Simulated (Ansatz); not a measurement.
Computed properties of SrNbNO2

SrNbNO2:
```
SrNbNO2
1.0
    3.97771     0.00000     0.00000
    0.00000     3.97771     0.00000
    0.00000     0.00000     4.03316
Sr Nb N O
1 1 1 2
Direct
  0.00000   0.00000   0.00000
  0.50000   0.50000   0.50000
  0.50000   0.50000   0.00000
  0.50000   0.00000   0.50000
  0.00000   0.50000   0.50000
```

Space group P4/mmm (No. 123); conventional cell a = b = 3.978 Å, c = 4.033 Å, α = β = γ = 90.00°.

Method: DFT-LDA in the program Ansatz with PAW potentials. Structure relaxed to zero pressure with the same functional. Other levels are named where they apply.

**Cell and energy**

- Volume per atom = 12.76 Å³
- Density = 5.89 g/cm³
- Formation energy from the elements (no fitted shifts) = -235 kJ/mol-atom

**Electronic structure**

- Electronic character: no gap, with almost no states at the Fermi level (zero-gap or semimetallic)
- Density of states at the Fermi level: 0.01 states/eV per atom (mean over ±0.08 eV)

**Mechanics**

* **Bulk modulus (Birch–Murnaghan fit)**: 209 GPa
* **Pressure derivative B′**: 4.3

**Phonons**

* **Highest zone-centre frequency**: 603 cm⁻¹
* **Zone-centre stability**: unstable, softest mode 325i cm⁻¹

The first step of the workflow began from a Materials Project structure, measured or hypothetical; the Crystallography Open Database copy checked does not list it. With N and O taken as one species the cell has the higher symmetry Pm-3m, so it may be an ordered model of a mixed-site phase. Whether it is the stable phase at ambient conditions was not checked. The LDA relaxation kept the symmetry of its start. The run is not spin-polarised. A small band overlap can be real or an error of a semilocal functional. As this level gives no gap, phonon frequencies hold no LO–TO term and depend on the k-mesh and smearing (Fermi–Dirac, 0.1 eV here). The references are the lowest solids computed at this level, not always the standard phases (solids in place of the gases). Scalar-relativistic: spin–orbit coupling is off unless named, which matters more the heavier the elements.

Potentials: the later of the program's two PAW sets.
